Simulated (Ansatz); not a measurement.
Relaxed Se (trigonal-Se type, space group P3_121):

```
Se
1.0
    4.03942     0.00000     0.00000
   -2.01971     3.49824     0.00000
    0.00000     0.00000     5.12067
Se
3
Cartesian
  0.50222   0.86988   2.56033
  3.03497   0.00000   4.26722
 -1.51748   2.62836   0.85344
```

Level of theory: PBEsol (plane waves to 420 eV, PAW, scalar-relativistic; Ansatz, a first-principles code). k mesh 8×8×5 (Γ-centred), Fermi-Dirac smearing 0.05 eV. As the smearing reaches across the gap at some points, energies and forces of such displacements shift with the k mesh and the smearing. Se was relaxed with its symmetry unable to fall.

One atom of the cell was then moved (with its periodic images), all else fixed, and the forces (eV/Å) came out as:

| atom | Fx | Fy | Fz |
|---|---|---|---|
| Se1 | 0.086 | 0.266 | 0.323 |
| Se2 | 0.111 | 0.068 | 0.205 |
| Se3 | -0.196 | -0.335 | -0.528 |

Task: Which atom was moved, and by which vector (Å)?

Result: Se3, by (0.06, 0.06, 0.06), 0.10 Å in all.

(For displaced atoms, the force is minus the slope of the energy, and its curvature is a force constant, which sets phonon frequencies.)
